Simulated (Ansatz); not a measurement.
ZrB2 in space group P6/mmm (No. 191; Zr on 1a, B on 2d), a = b = 3.1672 Å, c = 3.5516 Å, α = β = 90.00°, γ = 120.00°.

Relaxed with r²SCAN.

Question: Which orbitals make up the states near the Fermi level in the program Ansatz at the r²SCAN level (PAW)?

Answer: Within 0.5 eV of the Fermi level: Zr 4d 73 %, B 2p 24 %. Projections are on Löwdin-orthogonalised atomic valence shells; empty p or d shells of many metals are not among them.

Question: Tabulate the density of states.

Answer: States/eV per cell of 3 atoms, in 0.25 eV bins, energy from the Fermi level.

```
E (eV)  total  Zr 4d  B 2p  B 2s
------  -----  -----  ----  ----
-7.85    0.60   0.10  0.31  0.16
-7.60    0.55   0.09  0.29  0.14
-7.35    0.48   0.09  0.26  0.12
-7.10    0.49   0.09  0.27  0.10
-6.85    0.50   0.09  0.28  0.09
-6.60    0.53   0.10  0.31  0.08
-6.35    0.57   0.10  0.34  0.07
-6.10    0.66   0.12  0.41  0.07
-5.85    0.82   0.15  0.53  0.07
-5.60    0.75   0.14  0.50  0.05
-5.35    0.96   0.16  0.69  0.05
-5.10    1.25   0.23  0.88  0.05
-4.85    1.29   0.28  0.89  0.05
-4.60    1.01   0.23  0.68  0.05
-4.35    1.21   0.31  0.79  0.04
-4.10    1.52   0.45  0.96  0.04
-3.85    1.96   0.62  1.22  0.03
-3.60    2.61   0.76  1.69  0.04
-3.35    1.68   0.51  1.08  0.02
-3.10    1.12   0.35  0.72  0.01
-2.85    1.67   0.64  0.95  0.01
-2.60    1.68   0.73  0.87  0.01
-2.35    1.23   0.65  0.54  0.01
-2.10    0.98   0.63  0.31  0.01
-1.85    0.86   0.58  0.26  0.00
-1.60    0.74   0.51  0.21  0.00
-1.35    0.61   0.43  0.16  0.00
-1.10    0.48   0.35  0.12  0.00
-0.85    0.37   0.27  0.08  0.00
-0.60    0.23   0.17  0.05  0.00
-0.35    0.15   0.11  0.03  0.00
-0.10    0.19   0.14  0.04  0.00
0.15     0.33   0.24  0.08  0.00
0.40     0.42   0.30  0.11  0.00
0.65     0.54   0.39  0.14  0.00
0.90     0.67   0.48  0.17  0.00
1.15     0.81   0.56  0.21  0.01
1.40     1.00   0.68  0.28  0.02
1.65     1.33   0.81  0.39  0.07
1.90     1.17   0.78  0.30  0.05
2.15     1.11   0.77  0.26  0.04
2.40     1.09   0.78  0.22  0.04
2.65     1.24   0.92  0.23  0.04
2.90     1.32   0.97  0.24  0.05
3.15     1.30   0.96  0.24  0.05
3.40     1.28   0.94  0.24  0.06
3.65     1.51   1.08  0.29  0.07
3.90     1.68   1.19  0.33  0.08
4.15     1.79   1.24  0.35  0.11
4.40     1.88   1.31  0.33  0.15
4.65     1.90   1.33  0.31  0.16
```

The cell was relaxed with r²SCAN under the symmetry of its start. The run is not spin-polarised. Scalar-relativistic: spin–orbit coupling is off unless named, which matters more the heavier the elements.

Potentials: the later of the program's two PAW sets.
